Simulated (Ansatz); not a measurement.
**MoI: changing the Hubbard U on Mo d**

The cell as given:

```cif
data_structure
_symmetry_space_group_name_H-M 'F-43m'
_symmetry_Int_Tables_number 216
_cell_length_a 6.3577
_cell_length_b 6.3577
_cell_length_c 6.3577
_cell_angle_alpha 90.000
_cell_angle_beta 90.000
_cell_angle_gamma 90.000
_cell_volume 256.98
loop_
_atom_site_label
_atom_site_type_symbol
_atom_site_symmetry_multiplicity
_atom_site_Wyckoff_symbol
_atom_site_fract_x
_atom_site_fract_y
_atom_site_fract_z
_atom_site_occupancy
Mo1 Mo 4 a 0.00000 0.00000 0.00000 1
I1 I 4 c 0.25000 0.25000 0.25000 1
```

The cell comes from a database or a generator and needn't be the form met in nature.

Kept alike: task relaxation of cell and atoms; functional PBE; k mesh 7 × 7 × 7; occupations fermi-dirac, width 0.05 eV; no spin polarisation. Program: Ansatz, Ansatz PAW, cutoff 420 eV. The mesh is that of the run's cell of 2 atoms. No spin-orbit coupling.

| run | volume (Å³/atom) |
| --- | --- |
| A | 34.972 |
| B | 32.383 |
| C | 31.495 |
| D | 28.194 |
| E | 30.591 |
| F | 28.963 |
| G | 29.735 |

U acts here on a shell without spin polarisation. The relaxations keep at least the cell's symmetry (F-43m). For a metal such a mesh leaves the last digits unconverged. Relaxations stop with a little pressure left, so the last digits of a volume or edge aren't settled. How U acts hangs on the program's projectors. U is the effective U - J on orthogonalised atomic projectors. Double counting: fully localised limit (the default).

Problem. The runs differ in the Hubbard U on Mo d alone: 0; 2; 3; 4; 5; 6; 8 eV. Which run is which?

Solution. Run A is 8 eV; run B is 6 eV; run C is 5 eV; run D is 0 eV; run E is 4 eV; run F is 2 eV; run G is 3 eV. The volume rises from 28.194 to 34.972 Å³/atom between 0 and 8 eV.
